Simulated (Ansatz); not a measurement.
SiRh:
```yaml
crystal:
  lattice:
    - [5.53609, 0.00000, 0.00000]
    - [0.00000, 3.06129, 0.00000]
    - [0.00000, 0.00000, 6.37069]
  atoms:
    - { symbol: Si, position: [0.18505, 0.25000, 0.44392] }
    - { symbol: Si, position: [0.81495, 0.75000, 0.55608] }
    - { symbol: Si, position: [0.31495, 0.75000, 0.94392] }
    - { symbol: Si, position: [0.68505, 0.25000, 0.05608] }
    - { symbol: Rh, position: [0.00313, 0.25000, 0.79807] }
    - { symbol: Rh, position: [0.99687, 0.75000, 0.20193] }
    - { symbol: Rh, position: [0.49687, 0.75000, 0.29807] }
    - { symbol: Rh, position: [0.50313, 0.25000, 0.70193] }
```

Relaxed with PBEsol. Special points in fractions of this cell's reciprocal vectors: Γ (0.000, 0.000, 0.000); X (0.500, 0.000, 0.000); S (0.500, 0.500, 0.000); Y (0.000, 0.500, 0.000); Z (0.000, 0.000, 0.500); U (0.500, 0.000, 0.500); R (0.500, 0.500, 0.500); T (0.000, 0.500, 0.500).

### Question
List the band energies nearest the Fermi level at these points for the program Ansatz at the PBEsol with spin–orbit coupling level (PAW).

### Answer
In eV from the Fermi level; about four levels below and three above (degenerate sets whole), none deeper than 8.9 eV; points with the same levels are listed once.

| k | below | above |
|---|---|---|
| Γ | -1.12 -1.12 -0.62 -0.62 | 0.15 0.15 2.09 2.09 |
| X | -1.34 -1.34 -1.34 -1.34 | 1.94 1.94 1.94 1.94 |
| S | -0.07 -0.07 -0.07 -0.07 | 2.16 2.16 2.16 2.16 |
| Y | -0.05 -0.05 -0.05 -0.05 | 0.08 0.08 0.08 0.08 |
| Z | -1.22 -1.22 -1.22 -1.22 | 0.98 0.98 0.98 0.98 |
| U | -0.86 -0.86 -0.86 -0.86 | 1.74 1.74 1.74 1.74 |
| R | -0.04 -0.04 -0.04 -0.04 | 0.01 0.01 0.01 0.01 |
| T | -0.46 -0.46 -0.46 -0.46 | 0.24 0.24 0.24 0.24 |

Space group Pnma. The first step of the workflow began from a Materials Project structure, measured or hypothetical; the Crystallography Open Database copy checked does not list it. COD files the formula under space group No. 14. Its standing as an ambient phase is unchecked. The cell was relaxed with PBEsol under the symmetry of its start; its stability against distortions is not shown here. The run is not spin-polarised.

Potentials: the earlier of the program's two PAW sets. The files were generated under PBE; for other functionals the program regenerates the frozen cores, and for LDA and PBEsol the local potential too.
